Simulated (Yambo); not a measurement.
```xyz
4
Lattice="1.9879 1.1477 6.6486 -1.9879 1.1477 6.6486 0.0000 -2.2954 6.6486" Properties=species:S:1:pos:R:3 pbc="T T T"
Na     0.0000     0.0000     0.0000
S      0.0000     0.0000     4.8172
S      0.0000     0.0000    15.1288
Y      0.0000     0.0000     9.9730
```

The PBEsol cell relaxed from Materials Project entry mp-10226 was given an isotropic strain of +1 % on all lattice vectors, and the atoms were relaxed again.

Where are the main features of Im ε from RPA with local fields on PBEsol bands (Yambo; 6×6×6 mesh, 67 bands, 4 Ry local-field block, 0.2 eV broadening; field along x)?

Peaks at 3.5 eV (8.8), 6.1 eV (6.8), 6.8 eV (7.0), 11.5 eV (1.8), heights in brackets. Peak heights and small wiggles depend on the k mesh. Convergence of the RPA response with its 6×6×6 mesh was not tested. No excitonic effects at this level.
